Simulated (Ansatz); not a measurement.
GaN:
```yaml
crystal:
  lattice:
    - [3.18312, 0.00000, 0.00000]
    - [-1.59156, 2.75666, 0.00000]
    - [0.00000, 0.00000, 5.18369]
  atoms:
    - { symbol: Ga, position: [0.66667, 0.33333, 0.00099] }
    - { symbol: Ga, position: [0.33333, 0.66667, 0.50099] }
    - { symbol: N, position: [0.66667, 0.33333, 0.62421] }
    - { symbol: N, position: [0.33333, 0.66667, 0.12421] }
```

Cartesian axes are those of the cell as given.

Question: Give the high-frequency dielectric tensor and the Born effective charge tensors of the independent atoms from DFPT, the program Ansatz at the r²SCAN level (PAW).

Answer: 
ε∞:
```
5.37  0.00  0.00
0.00  5.37  0.00
0.00  0.00  5.55
```
Z* of atom 1 (Ga), rows: field, columns: displacement, in e:
```
2.63  0.00  0.00
0.00  2.63  0.00
0.00  0.00  2.77
```
Z* of atom 3 (N), rows: field, columns: displacement, in e:
```
-2.63   0.00   0.00
 0.00  -2.63   0.00
 0.00   0.00  -2.77
```

Static charges for comparison (Bader): Ga1 +1.66, N3 -1.66 e. Born charges measure polarisation by displacement and can exceed these by far.

Space group P6_3mc (wurtzite). The r²SCAN relaxation kept the symmetry of its start. Spin–orbit coupling is left out wherever it is not named.

Potentials: the later of the program's two PAW sets.
